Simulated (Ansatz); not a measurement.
CdS (zinc blende)

```yaml
crystal:
  lattice:
    - [0.00000, 2.93953, 2.93953]
    - [2.93953, 0.00000, 2.93953]
    - [2.93953, 2.93953, 0.00000]
  atoms:
    - { symbol: S, position: [0.75000, 0.75000, 0.75000] }
    - { symbol: Cd, position: [0.00000, 0.00000, 0.00000] }
```

The slice is a {110} plane (indices of the conventional cell) through the point (0.750, 0.750, 0.750) (fractional), spanned by u = [100] and v = [1 -1 -1] in vectors of this cell: u (4.16 Å) and v (5.88 Å, at 90° to u). It covers one period; positions are fractions (u, v).

Computed with r2SCAN (plane waves to 500 eV, PAW, scalar-relativistic; Ansatz, a program for electronic structure). k mesh 10×10×10. Near the nuclei the fields are pseudised (PAW); where an atom keeps semicore shells as valence, they peak there. CdS was relaxed with its symmetry unable to fall. The PAW data are Ansatz's earlier set.

Three fields on this plane, each scaled to ten steps between its own extremes (0 low, 9 high; the total valence density on a logarithmic scale, the potential cut 8 eV below its top; x marks points blanked near nuclei; v = 0 in the bottom row):

Map A
```
|xxxxxx842110011248xxxxx|
|xxxxxx742100001247xxxxx|
|xxxxx95310xxxx01359xxxx|
|xxxx9631xxxxxxxx1369xxx|
|xxx8642xxxxxxxxxx2468xx|
|7765421xxxxxxxxxx124567|
|4433211xxxxxxxxxx112334|
|222211xxxxxxxxxxxx11222|
|1111111xxxxxxxxxx111111|
|0000011xxxxxxxxxx110000|
|0000001xxxxxxxxxx100000|
|00000011xxxxxxxx1100000|
|0000000111xxxx111000000|
|00000000000000000000000|
|00000000000000000000000|
|00000000000000000000000|
|00000000000000000000000|
|00000000000000000000000|
|00000000000000000000000|
|00000000000000000000000|
|00000000000000000000000|
|00000000000000000000000|
|11100000000000000000011|
|22211000000000000001122|
|44332110000000000112334|
|77653210000000000123567|
|xxx853210000000012358xx|
|xxxx8532100000012358xxx|
|xxxxx85210000001258xxxx|
|xxxxxx632100001236xxxxx|
|xxxxxx742100001247xxxxx|
|xxxxxx842100001248xxxxx|
```

Map B
```
|xxxxxx112355553211xxxxx|
|xxxxxx013567765310xxxxx|
|xxxxx00246xxxx64200xxxx|
|xxxx0013xxxxxxxx3100xxx|
|xxx1002xxxxxxxxxx2001xx|
|3211124xxxxxxxxxx421112|
|1111246xxxxxxxxxx642111|
|111246xxxxxxxxxxxx64211|
|1223578xxxxxxxxxx875322|
|2234689xxxxxxxxxx986432|
|3334689xxxxxxxxxx986433|
|33456799xxxxxxxx9976543|
|3344567899xxxx998765443|
|34445567777777777655444|
|44444455555555555544444|
|44333334444444444333334|
|43333333222222223333333|
|33333222211111122223333|
|33332221111111111222333|
|33332211100000011122333|
|33222111000000001112223|
|22221111000000001111222|
|11111110000000000111111|
|11111100000000000011111|
|11111100000000000011111|
|33322110000000000112233|
|xxx642110000000011246xx|
|xxxx8521000000001258xxx|
|xxxxx74210111101247xxxx|
|xxxxxx421111111124xxxxx|
|xxxxxx421122221124xxxxx|
|xxxxxx311234432113xxxxx|
```

Map C
```
|xxxxxx255543345552xxxxx|
|xxxxxx243100001342xxxxx|
|xxxxx02200xxxx00220xxxx|
|xxxx0210xxxxxxxx0120xxx|
|xxx1320xxxxxxxxxx0231xx|
|3445420xxxxxxxxxx024544|
|6766410xxxxxxxxxx014667|
|887641xxxxxxxxxxxx14678|
|8887510xxxxxxxxxx015788|
|8887520xxxxxxxxxx025788|
|8887630xxxxxxxxxx036788|
|88876520xxxxxxxx0256788|
|8888764200xxxx002467888|
|88887765310000134677888|
|88888776554334556778888|
|88888887776666777888888|
|88888888888888888888888|
|88889999988888899999888|
|88899999999999999999988|
|88899999999999999999988|
|88899999999999999999988|
|88899999999999999999988|
|88899999999999999999988|
|88889999999999999999888|
|67788999999999999998877|
|34567899999999999987654|
|xxx257899999999998752xx|
|xxxx1578999999998751xxx|
|xxxxx26889999998862xxxx|
|xxxxxx478888888874xxxxx|
|xxxxxx367888888763xxxxx|
|xxxxxx266766667662xxxxx|
```

### Question
Assign the maps to these fields: density of the lowest conduction band (whole band as if filled, smooth part); density of the highest valence band (whole band, smooth part); electrostatic potential energy of an electron, from the cell's mean.

### Answer
A is the density of the highest valence band (whole band, smooth part); B is the density of the lowest conduction band (whole band as if filled, smooth part); C is the electrostatic potential energy of an electron, from the cell's mean.
